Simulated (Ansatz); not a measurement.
Relaxed-ion elastic tensor of Y (bcc (W type), space group No. 229) in GPa (Voigt order), the program Ansatz at the PBEsol level (PAW); density 4.71 g/cm³, 31.35 Å³ per atom.

```
23.6  49.1  49.1   0.0   0.0   0.0
49.1  23.6  49.1   0.0   0.0   0.0
49.1  49.1  23.6   0.0   0.0   0.0
 0.0   0.0   0.0  23.2   0.0   0.0
 0.0   0.0   0.0   0.0  23.2   0.0
 0.0   0.0   0.0   0.0   0.0  23.2
```

Task: Is the crystal mechanically stable?

Result: No: the smallest eigenvalue of C is -25.4 GPa.

Space group Im-3m (bcc (W type)). The start of the workflow was typed in or built on a structure type; neither database checked (COD, Materials Project) lists it. It is not the phase usual at ambient conditions (space group No. 194). Symmetry was held in the PBEsol relaxation. At this level the phase is dynamically unstable (imaginary phonons). No spin polarisation was allowed. As this level gives no gap, shear constants depend on the k-mesh and smearing (Fermi–Dirac, 0.1 eV here).

Potentials: the later of the program's two PAW sets.
